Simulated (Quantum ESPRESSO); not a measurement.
Zr2TaF3O5, input and log of a self-consistent run

Computed values, not a measurement. The program is pw.x of Quantum ESPRESSO 7.5 (plane-wave density functional theory). The cell is made up: 11 atoms on a fluorite lattice with one site empty, with randomly drawn elements, strain and displacements, not relaxed. PseudoDojo standard norm-conserving files (v0.5 for PBE, v0.4.1 for LDA and PBEsol) set the functional; there is no spin polarisation, spin-orbit coupling or dispersion term, and the masses in the input are unused placeholders.

Input:

```
&control calculation='scf', pseudo_dir='./dojo.nc.sr.pbe.v0_5.standard.upf', outdir='./o', disk_io='medium', tprnfor=.true., tstress=.true. /
&system ibrav=0, nat=11, ntyp=4, nbnd=50, ecutwfc=84.00895049, nosym=.true., tot_charge=0,
 occupations='smearing', smearing='fd', degauss=0.0018374661
/
&electrons conv_thr=7.350e-09, electron_maxstep=60, /
ATOMIC_SPECIES
F 1.0 F.upf
O 1.0 O.upf
Ta 1.0 Ta.upf
Zr 1.0 Zr.upf
CELL_PARAMETERS angstrom
5.2506 0.0 0.0
0.0 5.2506 0.0
0.0 0.0 5.2506
ATOMIC_POSITIONS angstrom
Zr 0.0626 -0.0537 -0.0195
Zr 2.5554 -0.0724 2.4389
Ta 2.7153 2.73 -0.1112
F 1.3379 1.2341 1.2533
O 1.3999 1.353 3.9322
F 1.3662 3.8852 1.3911
O 1.1821 3.9245 3.9966
O 3.9998 1.3075 1.3556
O 4.007 1.2278 3.9091
O 3.9923 4.1393 1.372
F 3.8534 3.9044 3.8519
K_POINTS automatic
4 4 4 1 1 1
```

The log is shortened where brackets say so; the opening notice, blank lines, dates and the lines on written files are dropped, and the path of the files is cut. It prints rydbergs, bohrs and kilobars, and counts compression as positive stress. With no partly filled state, the Fermi energy that it prints is only some level between the filled and the empty states on the mesh, and need not lie in the true gap.

```
     Program PWSCF v.7.5
     Parallel version (MPI & OpenMP), running on       1 processor cores
     Number of MPI processes:                 1
     Threads/MPI process:                     1
     [start-up lines left out]
     bravais-lattice index     =            0
     lattice parameter (alat)  =       9.9222  a.u.
     unit-cell volume          =     976.8399 (a.u.)^3
     number of atoms/cell      =           11
     number of atomic types    =            4
     number of electrons       =        88.00
     number of Kohn-Sham states=           50
     kinetic-energy cutoff     =      84.0090  Ry
     charge density cutoff     =     336.0358  Ry
     scf convergence threshold =      7.3E-09
     mixing beta               =       0.7000
     number of iterations used =            8  plain     mixing
     Exchange-correlation= PBE
                           (   1   4   3   4   0   0   0)
     [axes and pseudopotential details left out]
   Cartesian axes
     site n.     atom                  positions (alat units)
         1        Zr     tau(   1) = (   0.0119224  -0.0102274  -0.0037139  )
         2        Zr     tau(   2) = (   0.4866872  -0.0137889   0.4644993  )
         3        Ta     tau(   3) = (   0.5171409   0.5199406  -0.0211785  )
         4        F      tau(   4) = (   0.2548090   0.2350398   0.2386965  )
         5        O      tau(   5) = (   0.2666171   0.2576848   0.7489049  )
         6        F      tau(   6) = (   0.2601988   0.7399535   0.2649411  )
         7        O      tau(   7) = (   0.2251362   0.7474384   0.7611702  )
         8        O      tau(   8) = (   0.7617796   0.2490192   0.2581800  )
         9        O      tau(   9) = (   0.7631509   0.2338399   0.7445054  )
        10        O      tau(  10) = (   0.7603512   0.7883480   0.2613035  )
        11        F      tau(  11) = (   0.7338971   0.7436103   0.7336114  )
     number of k points=    32  Fermi-Dirac smearing, width (Ry)=  0.0018
                       cart. coord. in units 2pi/alat
        k(    1) = (   0.1250000   0.1250000   0.1250000), wk =   0.0625000
        k(    2) = (   0.1250000   0.1250000   0.3750000), wk =   0.0625000
     [further k points left out]
     Dense  grid:   101505 G-vectors     FFT dimensions: (  60,  60,  60)
     Estimated max dynamical RAM per process >     162.84 MB
     Initial potential from superposition of free atoms
     starting charge      87.9943, renormalised to      88.0000
     Starting wfcs are   62 randomized atomic wfcs
     total cpu time spent up to now is       21.2 secs
     per-process dynamical memory:    94.4 Mb
     Self-consistent Calculation
     iteration #  1     ecut=    84.01 Ry     beta= 0.70
     Davidson diagonalization with overlap
     ethr =  1.00E-02,  avg # of iterations =  2.0
     total cpu time spent up to now is       67.4 secs
     total energy              =    -643.93302436 Ry
     estimated scf accuracy    <       5.12736980 Ry
     iteration #  2     ecut=    84.01 Ry     beta= 0.70
     Davidson diagonalization with overlap
     ethr =  5.83E-03,  avg # of iterations =  6.2
     total cpu time spent up to now is      134.9 secs
     total energy              =    -639.15242875 Ry
     estimated scf accuracy    <      56.81467105 Ry
     iteration #  3     ecut=    84.01 Ry     beta= 0.70
     Davidson diagonalization with overlap
     ethr =  5.83E-03,  avg # of iterations =  6.2
     total cpu time spent up to now is      219.3 secs
     total energy              =    -646.80526256 Ry
     estimated scf accuracy    <       1.68334514 Ry
     iteration #  4     ecut=    84.01 Ry     beta= 0.70
     Davidson diagonalization with overlap
     ethr =  1.91E-03,  avg # of iterations =  2.0
     total cpu time spent up to now is      262.6 secs
     total energy              =    -646.80668726 Ry
     estimated scf accuracy    <       0.74272261 Ry
     iteration #  5     ecut=    84.01 Ry     beta= 0.70
     Davidson diagonalization with overlap
     ethr =  8.44E-04,  avg # of iterations =  1.2
     total cpu time spent up to now is      301.6 secs
     total energy              =    -646.71519082 Ry
     estimated scf accuracy    <       0.42014191 Ry
     [iterations 6 to 13 left out]
     iteration # 14     ecut=    84.01 Ry     beta= 0.70
     Davidson diagonalization with overlap
     ethr =  3.52E-08,  avg # of iterations =  5.0
     total cpu time spent up to now is      763.6 secs
     total energy              =    -646.77098921 Ry
     estimated scf accuracy    <       0.00003025 Ry
     iteration # 15     ecut=    84.01 Ry     beta= 0.70
     Davidson diagonalization with overlap
     ethr =  3.44E-08,  avg # of iterations =  2.1
     total cpu time spent up to now is      812.4 secs
     total energy              =    -646.77099265 Ry
     estimated scf accuracy    <       0.00000206 Ry
     iteration # 16     ecut=    84.01 Ry     beta= 0.70
     Davidson diagonalization with overlap
     ethr =  2.34E-09,  avg # of iterations =  5.0
     total cpu time spent up to now is      882.4 secs
     total energy              =    -646.77099354 Ry
     estimated scf accuracy    <       0.00000047 Ry
     iteration # 17     ecut=    84.01 Ry     beta= 0.70
     Davidson diagonalization with overlap
     ethr =  5.31E-10,  avg # of iterations =  2.1
     total cpu time spent up to now is      932.6 secs
     total energy              =    -646.77099358 Ry
     estimated scf accuracy    <       0.00000004 Ry
     iteration # 18     ecut=    84.01 Ry     beta= 0.70
     Davidson diagonalization with overlap
     ethr =  4.86E-11,  avg # of iterations =  4.6
     total cpu time spent up to now is      988.8 secs
     End of self-consistent calculation
          k = 0.1250 0.1250 0.1250 ( 12719 PWs)   bands (ev):
   -62.0704 -41.2270 -41.0170 -28.5490 -28.1678 -28.1095 -19.8954 -19.5469
   -19.2450 -19.1820 -18.9905 -18.8686 -16.3097 -16.1068 -15.5594  -8.9409
    -8.4838  -7.7806  -7.4692  -7.0269   0.3286   1.0578   1.1290   1.2776
     1.3452   1.9739   2.1200   2.4420   2.9748   3.5863   4.6379   4.8115
     5.0700   5.2166   5.2943   5.8893   6.1562   6.6620   6.7582   7.1108
     7.5427   7.8734   8.3749   8.8272   9.5547   9.6813  10.8647  11.0609
    11.2603  11.3817
     [levels at the other k points left out]
     the Fermi energy is     9.1705 ev
!    total energy              =    -646.77099359 Ry
     estimated scf accuracy    <          3.4E-09 Ry
     smearing contrib. (-TS)   =      -0.00000001 Ry
     internal energy E=F+TS    =    -646.77099358 Ry
     The total energy is F=E-TS. E is the sum of the following terms:
     one-electron contribution =    -204.64595734 Ry
     hartree contribution      =     146.54555793 Ry
     xc contribution           =    -143.79408936 Ry
     ewald contribution        =    -444.87650481 Ry
     convergence has been achieved in  18 iterations
     Forces acting on atoms (cartesian axes, Ry/au):
     atom    1 type  4   force =    -0.08793874    0.12467556   -0.07569988
     atom    2 type  4   force =     0.11997653    0.14438668    0.10298415
     atom    3 type  3   force =     0.04442245   -0.20291524   -0.12154961
     atom    4 type  1   force =     0.00902276   -0.01120766   -0.00953781
     atom    5 type  2   force =     0.07693251    0.00702303    0.08408752
     atom    6 type  1   force =    -0.00282172   -0.03206046   -0.03823796
     atom    7 type  2   force =     0.09274589    0.01156703    0.08143922
     atom    8 type  2   force =    -0.11137457    0.03979363   -0.07005731
     atom    9 type  2   force =    -0.04557924    0.00070216    0.09248633
     atom   10 type  2   force =    -0.06109318   -0.05236982   -0.09985762
     atom   11 type  1   force =    -0.03429269   -0.02959493    0.05394297
     Total force =     0.463590     Total SCF correction =     0.000139
     Computing stress (Cartesian axis) and pressure
          total   stress  (Ry/bohr**3)                   (kbar)     P=     -177.98
  -0.00125150   0.00022758   0.00017578         -184.10       33.48       25.86
   0.00022758  -0.00117922  -0.00010439           33.48     -173.47      -15.36
   0.00017578  -0.00010439  -0.00119898           25.86      -15.36     -176.38
     init_run     :     19.63s CPU     21.07s WALL (       1 calls)
     electrons    :    917.55s CPU    967.51s WALL (       1 calls)
     forces       :      5.45s CPU      5.53s WALL (       1 calls)
     stress       :     23.40s CPU     24.55s WALL (       1 calls)
     [timing details left out]
     PWSCF        :  16m 6.38s CPU  17m 1.61s WALL
     JOB DONE.
```

In other units: free energy -8799.768 eV for the cell, pressure -17.80 GPa, largest force component 5.217 eV/Å. A rerun of this cell at a cutoff of 1467 eV and k mesh 6 x 6 x 6 moved values by no more than 0.002 eV in energy, 0.04 GPa in stress and 0.007 eV/Å in force.